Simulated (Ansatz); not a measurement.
**SrGa₂H₂: computed property card**

SrGa2H2:
```yaml
crystal:
  lattice:
    - [4.35207, 0.00000, 0.00000]
    - [-2.17603, 3.76900, 0.00000]
    - [0.00000, 0.00000, 4.57664]
  atoms:
    - { symbol: Ga, position: [0.33333, 0.66667, 0.46562] }
    - { symbol: Ga, position: [0.66667, 0.33333, 0.53438] }
    - { symbol: H, position: [0.33333, 0.66667, 0.09559] }
    - { symbol: H, position: [0.66667, 0.33333, 0.90441] }
    - { symbol: Sr, position: [0.00000, 0.00000, 0.00000] }
```

Space group P-3m1 (No. 164); conventional cell a = b = 4.352 Å, c = 4.577 Å, α = β = 90.00°, γ = 120.00°.

Method: the program Ansatz at the PBEsol level (PAW). Geometry: relaxed at this level of theory. Other levels are named where they apply.

**Cell and energy**

```
Quantity                                                       Value
-----------------------------------------------------  -------------
Volume per atom                                             15.01 Å³
Density                                                   5.07 g/cm³
Formation energy from the elements (no fitted shifts)  -0.47 eV/atom
```

**Electronic structure**

```
Item                                                                        Result
------------------------------------  --------------------------------------------
Electronic character                                             metallic (no gap)
Density of states at the Fermi level  0.04 states/eV per atom (mean over ±0.08 eV)
Gap with spin–orbit coupling                                       none (metallic)
```

**Mechanics**

```
Property                                                                                                       Value
--------------------------------------------  ----------------------------------------------------------------------
Bulk modulus (Birch–Murnaghan fit)                                                                          47.2 GPa
Pressure derivative B′                                                                                           3.9
Elastic constants (relaxed ions, GPa)         C11 = 141, C12 = 28.0, C13 = 19.1, C14 = -13.2, C33 = 67.9, C44 = 47.5
Mechanical stability                                                          stable (all eigenvalues of C positive)
Hill bulk and shear moduli                                                                         50.4 and 46.8 GPa
Young's modulus                                                                                              107 GPa
Poisson's ratio                                                                                                 0.15
Debye temperature from the elastic constants                                                                   403 K
```

**Phonons**

```
Property                                       Result
-----------------------------  ----------------------
Highest zone-centre frequency              1386 cm^-1
Zone-centre stability          no imaginary mode at Γ
```

The workflow started from an entry of the Crystallography Open Database (COD). Its standing as an ambient phase is unchecked. The PBEsol relaxation kept the symmetry of its start. As this level gives no gap, shear constants depend on the k-mesh and smearing (Fermi–Dirac, 0.1 eV here). As this level gives no gap, phonon frequencies hold no LO–TO term and depend on the k-mesh and smearing (Fermi–Dirac, 0.1 eV here). The references are the lowest solids computed at this level, not always the standard phases (solids in place of the gases). Spin–orbit coupling is left out wherever it is not named.

Potentials: the later of the program's two PAW sets.
